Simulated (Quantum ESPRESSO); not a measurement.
## Band energies of SrHI monolayer

```
CELL_PARAMETERS angstrom
      4.21304     0.00000     0.00000
      0.00000     4.21304     0.00000
      0.00000     0.00000    20.50000
ATOMIC_POSITIONS crystal
  H  0.00000 0.50000 0.00000
  H  0.50000 0.00000 0.00000
  Sr 0.00000 0.00000 0.06311
  Sr 0.50000 0.50000 0.93689
  I  0.50000 0.50000 0.13771
  I  0.00000 0.00000 0.86229
```

PBEsol (pw.x of Quantum ESPRESSO, ONCV potentials, no spin-orbit coupling); path MΓXM; energies in eV from the valence-band maximum.

| k (1/Å) | point | band 14 | band 15 | band 16 | band 17 | band 18 | band 19 | band 20 | band 21 |
|---|---|---|---|---|---|---|---|---|---|
| 0.00 | M | -1.91 | -1.09 | -1.09 | -0.92 | -0.92 | 4.07 | 4.07 | 5.74 |
| 0.21 |  | -1.82 | -1.40 | -1.05 | -0.88 | -0.68 | 4.26 | 4.34 | 5.35 |
| 0.42 |  | -1.55 | -1.48 | -1.08 | -0.77 | -0.34 | 4.54 | 4.56 | 5.08 |
| 0.63 |  | -1.24 | -1.19 | -1.13 | -0.59 | -0.05 | 4.47 | 4.89 | 4.97 |
| 0.84 |  | -0.79 | -0.71 | -0.69 | -0.45 | 0.00 | 4.13 | 4.57 | 4.83 |
| 1.05 | Γ | -0.48 | -0.48 | -0.45 | -0.45 | -0.14 | 3.75 | 4.60 | 4.83 |
| 1.24 |  | -0.86 | -0.53 | -0.48 | -0.45 | -0.04 | 4.01 | 4.52 | 4.75 |
| 1.43 |  | -1.31 | -0.57 | -0.49 | -0.45 | -0.05 | 4.29 | 4.37 | 4.87 |
| 1.61 |  | -1.17 | -0.60 | -0.49 | -0.46 | -0.20 | 4.33 | 4.55 | 4.92 |
| 1.80 | X | -1.31 | -0.48 | -0.48 | -0.44 | -0.44 | 4.45 | 4.45 | 5.28 |
| 1.95 |  | -1.32 | -0.68 | -0.68 | -0.45 | -0.45 | 4.53 | 4.53 | 5.20 |
| 2.10 |  | -1.33 | -1.07 | -1.07 | -0.55 | -0.55 | 4.65 | 4.65 | 5.13 |
| 2.25 |  | -1.53 | -1.26 | -1.26 | -0.68 | -0.68 | 4.48 | 4.48 | 5.37 |
| 2.40 |  | -1.81 | -1.18 | -1.18 | -0.82 | -0.82 | 4.20 | 4.20 | 5.64 |
| 2.55 | M | -1.91 | -1.09 | -1.09 | -0.92 | -0.92 | 4.07 | 4.07 | 5.74 |

The PBEsol gap is indirect, 3.75 eV, from 80 % of the way from M to Γ to Γ; the smallest direct gap is 3.89 eV. The valence-band maximum lies 6.34 eV below the vacuum level.

Without spin-orbit coupling, band edges of such heavy elements can be off by tenths of an eV.

Geometry relaxed with PBEsol.

This is a model layer cut from the bulk structure; whether it is stable on its own was not checked.
